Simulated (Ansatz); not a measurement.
Pt (β-Sn type, space group No. 141), a = b = 5.0369 Å, c = 2.7038 Å, α = β = γ = 90.00°; the cell used has 2 atoms.

Relaxed with PBE.

Problem. Decompose the optical modes at the zone centre into irreducible representations, and say which are infrared and Raman allowed.

Solution. Point group 4/mmm: Γ_opt = B1g + Eg. Infrared: none. Raman: B1g, Eg.

Problem. Assign frequencies (DFPT, plane-wave PAW PBE (Ansatz code)).

Solution. B1g 18, Eg 178 cm⁻¹.

Subscripts of B labels follow the axes of the standard setting.

Space group I4_1/amd (β-Sn type). A made-up cell: these elements were put on the sites of a structure type; neither database checked (COD, Materials Project) lists it. It is not the phase usual at ambient conditions (space group No. 225). The cell was relaxed with PBE under the symmetry of its start; of distortions, only those at the zone centre were tested. The run is not spin-polarised. As this level gives no gap, phonon frequencies hold no LO–TO term and depend on the k-mesh and smearing (Fermi–Dirac, 0.1 eV here). Axis ratios of metals converge slowly with the k-mesh, so a and c are less sure than the volume. Spin–orbit coupling is left out wherever it is not named.

Potentials: the later of the program's two PAW sets.
